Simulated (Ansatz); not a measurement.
Data:

NaPt₃O₄:
Space group Pm-3n (No. 223); a = b = c = 5.680 Å, α = β = γ = 90.00°

```
atom  site  symmetry       x       y       z
----  ----  --------  ------  ------  ------
Na      2a      m-3.  0.0000  0.0000  0.0000
Pt      6c     -4m.2  0.0000  0.5000  0.2500
O       8e       .32  0.2500  0.2500  0.2500
```

This is the PBEsol-relaxed structure.

Question: All from PBEsol (plane waves, PAW; program Ansatz), unless another level is named. Give the electronic character.

Answer: metallic (no gap).

Question: What about the formation energy from the elements (no fitted shifts)?

Answer: -74 kJ/mol of atoms.

Question: Next, the density of states at the Fermi level?

Answer: 0.20 states/eV per atom (mean over ±0.08 eV).

Question: Predict the gap with spin–orbit coupling.

Answer: none (metallic).

The first step of the workflow began from a Materials Project structure, measured or hypothetical; the Crystallography Open Database files this formula in space group No. 223, but the cells were not matched. Its standing as an ambient phase is unchecked. Symmetry was held in the PBEsol relaxation; whether a distortion lowers the energy is not shown. The run is not spin-polarised. The references are the lowest solids computed at this level, not always the standard phases (solids in place of the gases). Spin–orbit coupling is left out wherever it is not named.

Potentials: the earlier of the program's two PAW sets. The files were generated under PBE; for other functionals the program regenerates the frozen cores, and for LDA and PBEsol the local potential too.
